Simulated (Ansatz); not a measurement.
## What is wrong with this input? (Ga₃Sb)

The input below was meant for crystalline Ga₃Sb, with PBEsol, plane waves and PAW in Ansatz.

```yaml
crystal:
  lattice:
    - [-2.158799, 2.158799, 4.760484]
    - [2.158799, -2.158799, 4.760484]
    - [2.158799, 2.158799, -4.760484]
  atoms:
    - { symbol: Ga, position: [0.75, 0.25, 0.5] }
    - { symbol: Ga, position: [0.25, 0.75, 0.5] }
    - { symbol: Ga, position: [0.5, 0.5, 0.0] }
    - { symbol: Sb, position: [0.0, 0.0, 0.0] }
basis:
  ecutwfc: 420
kpoints:
  mp_grid: { grid: [14, 14, 14] }
hamiltonian:
  xc: pbesol
scf:
  occupations: { method: fixed }
output:
  forces: true
  stress: true
  eigenvalues: true
```

Command:

```bash
ansatz run input.yaml --threads 1 --pin off --max-ram 2560MiB --backend cpu --events-out ev --progress --plain --runs-dir out
```

Output, shortened (HF is the Harris–Foulkes energy, dr2 the density residual in eV):

```text
Pseudopotential: Ga, paw, valence charge 13, recommended cutoff 420 eV (normal)
Pseudopotential: Sb, paw, valence charge 15, recommended cutoff 420 eV (normal)
Crystal: 4 atoms, lattice volume = 88.743 Å³
Basis set: ecut = 420 eV, 1743 PW (Γ), exchange–correlation on 80×80×80 points (8 copies of the dense FFT grid, shifted against one another)
Bands: 33, of which v1, the nominal top of the filled ones, is band 27 counted from 1 (26 counted from 0)
Symmetry: 16 space group operations
Space group: I4/mmm (ITA 139), of the structure as read, at distance tolerance 4.5e-5 Å
k-points: 244 of 2744
PAW frozen core: Ga, regenerated for the run's functional, and the local potential with it (the file was generated under x = pbe(κ = 0.804, μ = 0.2195), c = pbe(β = 0.0667))
PAW frozen core: Sb, regenerated for the run's functional, and the local potential with it (the file was generated under x = pbe(κ = 0.804, μ = 0.2195), c = pbe(β = 0.0667))
Initial density: superposition of atomic densities, corrected by the library's trained network
SCF iter   1: HF=-17636.615526 eV  Δρ=4.51e-3  dr2=4.24e-2
SCF iter   2: HF=-17636.603033 eV  Δρ=2.17e-3  dr2=6.94e-3
SCF iter   3: HF=-17636.600964 eV  Δρ=7.68e-4  dr2=5.08e-4
SCF iter   4: HF=-17636.600725 eV  Δρ=2.58e-4  dr2=6.94e-5
SCF iter   5: HF=-17636.600711 eV  Δρ=8.22e-5  dr2=7.26e-6
SCF iter   6: HF=-17636.600708 eV  Δρ=2.10e-5  dr2=3.91e-7
SCF iter   7: F=-17636.600708 eV  HF=-17636.600708 eV  Δρ=6.26e-6  dr2=2.20e-8
SCF 1 converged in 7 iterations: F = -17636.600708 eV  dr2 = 2.20e-8
SCF converged after 7 iterations
Free energy (F): -17636.600708 eV
E sigma→0 (E₀):  -17636.600708 eV
Fermi energy:    11.521753 eV
--- Forces (eV/Å), atoms counted from 1 ---
  atom   1  Ga     0.00000000    -0.00000000     0.00000000
  atom   2  Ga     0.00000000    -0.00000000     0.00000000
  atom   3  Ga    -0.00000000     0.00000000     0.00000000
  atom   4  Sb    -0.00000000     0.00000000    -0.00000000
--- Stress (GPa, compression-positive) ---
       -0.245648       0.000000       0.000000
        0.000000      -0.245648      -0.000000
        0.000000       0.000000      -3.332816
  P = ⅓ Tr σ = -1.2747 GPa (-12.747 kbar)
```

Problem. What is the cause?
A. Fixed occupations on a metal
B. Starting moments far too small
C. A Hubbard U on a shell that the atom lacks
D. One k-point for a metal
E. A smearing wider than the gap allows

Solution. A. Bands cross the Fermi level, so no fixed count of filled bands holds at every k-point. The cure is a smearing.

The change to the input:

```diff
 scf:
-  occupations: { method: fixed }
+  occupations: { method: gaussian, width: 0.1 }
```

With the mended input the run converges and gives no gap, a pressure of -3.47 GPa. The faulty run's energy lay 174 meV per atom higher. The faulty run also carried warnings: band overlap at count; metallic iterate.

Time of the mended run: 44 s on 1 thread of Intel(R) Xeon(R) Platinum 8488C (Sapphire Rapids) (shared host), peak memory 0.77 GiB.